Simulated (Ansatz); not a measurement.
**Property card for TiSi**

TiSi:
```
CELL_PARAMETERS angstrom
      3.07856     0.00000     0.00000
      0.00000     3.07856     0.00000
      0.00000     0.00000     3.07856
ATOMIC_POSITIONS crystal
  Ti 0.00000 0.00000 0.00000
  Si 0.50000 0.50000 0.50000
```

Space group Pm-3m (No. 221), CsCl type; conventional cell a = b = c = 3.0786 Å, α = β = γ = 90.00°.

Method: DFT-PBEsol in the program Ansatz with PAW potentials. The cell and atoms are relaxed at this level. Other levels are named where they apply.

**Cell and energy**

- Volume per atom = 14.59 Å³
- Density = 4.32 g/cm³
- Formation energy from the elements (no fitted shifts) = -0.35 eV/atom

**Electronic structure**

* **Electronic character**: metallic (no gap)
* **Density of states at the Fermi level**: 1.4 states/eV per atom (mean over ±0.08 eV)

**Mechanics**

- Bulk modulus (Birch–Murnaghan fit) = 137 GPa
- Pressure derivative B′ = 4.2
- Elastic constants (relaxed ions, GPa) = C11 = -54.7, C12 = 231, C44 = -107
- Mechanical stability = unstable (C has a negative eigenvalue)

**Phonons**

* **Highest zone-centre frequency**: 283 cm^-1
* **Zone-centre stability**: no imaginary mode at Γ

A made-up cell: these elements were put on the sites of a structure type; neither database checked (COD, Materials Project) lists it. COD files the formula under space group No. 25, so this cell is another polymorph or a model. Its standing as an ambient phase is unchecked. Symmetry was held in the PBEsol relaxation. The run is not spin-polarised. As this level gives no gap, shear constants depend on the k-mesh and smearing (Fermi–Dirac, 0.1 eV here). As this level gives no gap, phonon frequencies hold no LO–TO term and depend on the k-mesh and smearing (Fermi–Dirac, 0.1 eV here). On the denser mesh and wider smearing of the elastic run this cell carries a stress of 0.3 GPa. The references are the lowest solids computed at this level, not always the standard phases.

Potentials: the later of the program's two PAW sets.
